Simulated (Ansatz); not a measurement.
The start is a relaxed Be cell, doubled along one cell vector, shaken by Gaussian noise of σ = 0.08 Å a coordinate. A full variable-cell relaxation at zero pressure is run with r2SCAN (plane waves to 500 eV, PAW, scalar-relativistic; Ansatz, an electronic-structure program). The first steps use a coarse 15×15×8 k-mesh.

Input geometry:
```yaml
crystal:
  lattice:
    - [2.17203, 0.00000, 0.00000]
    - [0.00000, 2.17203, 0.00000]
    - [0.00000, 0.00000, 4.34406]
  atoms:
    - { symbol: Be, position: [0.99456, 0.97120, 0.01797] }
    - { symbol: Be, position: [0.02487, 0.01456, 0.48785] }
```

Q: Which atoms feel the largest initial force, and how large is it?

A: 0.89 eV/Å, on Be1, Be2 (atoms numbered as listed).

Q: How much energy is released per atom?

A: 0.99 eV/atom.

Q: How does the volume per atom move from start to end?

A: -23.1 %, from 10.25 to 7.88 Å³/atom.

Q: Does it find its way back to the structure it was made from?

A: It does not go back: it reaches Fm-3m (No. 225), fcc (Cu type), 0.97 eV/atom below the parent.

Q: How do the shortest distances between atoms change?

A: The closest pairs of elements (up to four, under 3.6 Å), start → end: Be–Be 2.04 → 2.23 Å.

Q: Write out the relaxed structure.

A: 
```cif
data_Be4
_chemical_formula_sum 'Be4'
_space_group_name_H-M_alt 'Fm-3m'
_space_group_IT_number 225
_space_group_name_Hall '-F 4 2 3'
_cell_length_a 3.15878
_cell_length_b 3.15878
_cell_length_c 3.15878
_cell_angle_alpha 90.000
_cell_angle_beta 90.000
_cell_angle_gamma 90.000
loop_
_atom_site_label
_atom_site_type_symbol
_atom_site_symmetry_multiplicity
_atom_site_Wyckoff_symbol
_atom_site_fract_x
_atom_site_fract_y
_atom_site_fract_z
_atom_site_occupancy
Be1 Be 4 a 0.00000 0.00000 0.00000 1
```
(The calculation used a cell of 1 atom; values per cell refer to that cell.)

Final values are on a 25×25×25 k-mesh of the relaxed cell. No spin polarisation in the result.

The run could not lose the symmetry of its start: the end is stationary, and may be a saddle point rather than a minimum.

The relaxed structure here is a generated cell of Be: the first start was made by placing the elements on the sites of a structure type, and the end was not matched to a known phase here, so it may be hypothetical. Known forms of Be include space group No. 194.
